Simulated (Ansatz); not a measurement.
# BiTe at a changed volume — field gradients at the nuclei

The cell is a COD entry, relaxed with PBE at fixed cell and then changed (volume scaled by 1.04, ions relaxed).

```cif
data_BiTe
_symmetry_space_group_name_H-M 'P-3m1'
_symmetry_Int_Tables_number 164
_cell_length_a 4.4802
_cell_length_b 4.4802
_cell_length_c 24.3665
_cell_angle_alpha 90.000
_cell_angle_beta 90.000
_cell_angle_gamma 120.000
loop_
_atom_site_label
_atom_site_type_symbol
_atom_site_symmetry_multiplicity
_atom_site_Wyckoff_symbol
_atom_site_fract_x
_atom_site_fract_y
_atom_site_fract_z
Bi1 Bi 2 c 0.0000 0.0000 0.1260
Bi3 Bi 2 d 0.3333 0.6667 0.2908
Bi5 Bi 2 d 0.6667 0.3333 0.4657
Te7 Te 2 d 0.3333 0.6667 0.0564
Te9 Te 2 d 0.6667 0.3333 0.2090
Te11 Te 2 c 0.0000 0.0000 0.3612
```

One atom of each set is listed.

Computed with Ansatz: DFT, PBE, plane waves and PAW, scalar-relativistic, 420 eV cutoff, Γ-centred 11×11×2 k-points, Fermi–Dirac smearing 0.05 eV.

C_Q = eQV_zz/h, which is 24.18 MHz for Q = 1 b and V_zz = 10²¹ V/m²; η = (V_xx − V_yy)/V_zz.

²⁰⁹Bi: I = 9/2, Q = -516.0 mb. Q values from Pyykkö, Mol. Phys. 116, 1328 (2018).

```csv
site,atoms,first shell,V_zz (10²¹ V/m²),η,C_Q (MHz)
Bi1,2,6 Te at 3.09–3.28 Å,-0.34,0.00,4.20
Bi3,2,6 Te at 3.10–3.27 Å,1.40,0.00,-17.5
Bi5,2,"3 Bi at 3.08 Å, 3 Te at 3.63 Å",4.97,0.00,-62.0
Te7,2,3 Bi at 3.09 Å,-3.90,0.00,–
Te9,2,6 Bi at 3.27–3.28 Å,6.91,0.00,–
Te11,2,6 Bi at 3.10–3.63 Å,-1.33,0.00,–
```

An axis of threefold or higher order runs through Bi1, Bi3, Bi5, Te7, Te9 and Te11, so V_zz lies along it and η is zero.

Te has no stable isotope with a ground-state quadrupole moment in the table, so no C_Q is given.

With no gap above 0.1 eV, as in a metal, the gradients converge slowly in k; expect changes of a tenth or more on a denser mesh. Spin–orbit coupling is left out, which shifts gradients on Bi by a few per cent in wide-gap crystals, and can shift them far more where the calculated gap is small or absent, as here.
